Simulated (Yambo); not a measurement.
CaCd$_{2}$As$_{2}$ (space group P-3m1, No. 164), G0W0@LDA (Yambo, plasmon pole, terminator in G, 3×3×2 mesh): gap Γ → Γ in eV by bands and screening block.

```json
[
 {"bands (W and G)": "61", "2 Ry": "1.00", "3 Ry": "1.03", "4 Ry": "1.06", "6 Ry": "1.07", "7 Ry": "1.08"},
 {"bands (W and G)": "85", "2 Ry": "0.88", "3 Ry": "0.92", "4 Ry": "0.97", "6 Ry": "?", "7 Ry": "1.00"},
 {"bands (W and G)": "116", "2 Ry": "0.83", "3 Ry": "0.87", "4 Ry": "0.92", "6 Ry": "0.95", "7 Ry": "0.96"},
 {"bands (W and G)": "154", "2 Ry": "?", "3 Ry": "0.84", "4 Ry": "0.89", "6 Ry": "?", "7 Ry": "0.94"},
 {"bands (W and G)": "192", "2 Ry": "0.79", "3 Ry": "0.82", "4 Ry": "0.88", "6 Ry": "0.91", "7 Ry": "0.92"}
]
```

Estimate the withheld gaps from their neighbours; the computed values follow.


- 85, 6 Ry: 0.99
- 154, 2 Ry: 0.80
- 154, 6 Ry: 0.93

The largest settings aren't shown to be the converged limit.

The standard potential for As keeps a d shell in the valence without the s and p states of that shell. In tests on such compounds this moved G0W0 gaps by up to about 0.9 eV, so absolute quasiparticle energies here are unreliable; differences between settings are what counts.

Spin-orbit coupling is not included.

Geometry of the Materials Project entry, not relaxed at this level; primitive cell a = b = 4.414 Å, c = 7.206 Å, α = β = 90.00°, γ = 120.00°.
